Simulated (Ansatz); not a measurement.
Relaxing TaCuC2

Level of theory: DFT r2SCAN, scalar-relativistic, plane waves, PAW in Ansatz. Settings: 500 eV cutoff, 18×18×18 k-mesh, Gaussian smearing of 0.10 eV, no spin polarisation.

What was changed in TaCuN2: N → C on all its sites, cell and atoms relaxed.

Spin–orbit coupling is left out, which can shift energies with elements as heavy as these.

Command:

```bash
ansatz run input.yaml --threads 1 --pin off --max-ram 2560MiB --backend cpu --events-out ev --progress --plain --runs-dir out
```

Input:

```yaml
crystal:
  lattice:
    - [1.6156797382, 0.9328131318, 5.8765166377]
    - [-1.6156797382, 0.9328131318, 5.8765166377]
    - [0.0, -1.8656262635, 5.8765166377]
  atoms:
    - { symbol: Ta, position: [0.5, 0.5, 0.5] }
    - { symbol: Cu, position: [0.0, 0.0, 0.0] }
    - { symbol: C, position: [0.1046788757, 0.1046788757, 0.1046788757] }
    - { symbol: C, position: [0.8953211243, 0.8953211243, 0.8953211243] }
basis:
  ecutwfc: 500
kpoints:
  mp_grid: { grid: [18, 18, 18] }
hamiltonian:
  xc: r2scan
scf:
  occupations: { method: gaussian, width: 0.1 }
output:
  forces: true
  stress: true
  eigenvalues: true
relax:
  adjacent_minimum: "off"
  f_tol: 0.01
  max_steps: 60
  cell: { stress_tol: 0.1 }
```

F is the free energy. Steps run on the plane waves of an earlier cell, but the last one, and at times one on the way, on a freshly chosen basis, so a repeated geometry can differ a little in energy.

Steps:

```tsv
step	F − F(1) (eV)	largest force component (eV/Å)	V (Å³/atom)	P (GPa)
1	0.0000	0.052	13.285	-0.07
2	-0.0015	0.001	13.331	-0.26
3	-0.0016	0.017	13.310	0.04
4	-0.0016	0.005	13.313	-0.01
5	-0.0016	0.005	13.313	-0.01
```

Relaxed structure:

```yaml
crystal:
  lattice:
    - [1.62190, 0.93641, 5.84371]
    - [-1.62190, 0.93641, 5.84371]
    - [0.00000, -1.87281, 5.84371]
  atoms:
    - { symbol: Ta, position: [0.50000, 0.50000, 0.50000] }
    - { symbol: Cu, position: [0.00000, 0.00000, 0.00000] }
    - { symbol: C, position: [0.10519, 0.10519, 0.10519] }
    - { symbol: C, position: [0.89481, 0.89481, 0.89481] }
```

It takes space group R-3m (No. 166, trigonal). Conventional cell: a = 3.244 Å, b = 3.244 Å, c = 17.531 Å, α = 90.00°, β = 90.00°, γ = 120.00°. Around Ta (site symmetry -3m) lie 6 C at 2.16 Å. Cu (site symmetry -3m) has 2 C at 1.84 Å as nearest neighbours. C (site symmetry 3m) is surrounded by 1 Cu at 1.84 Å.

The run converged. The run took 6.9 min on 1 thread of Arm Neoverse V2, on a shared host, peak memory 1 GiB.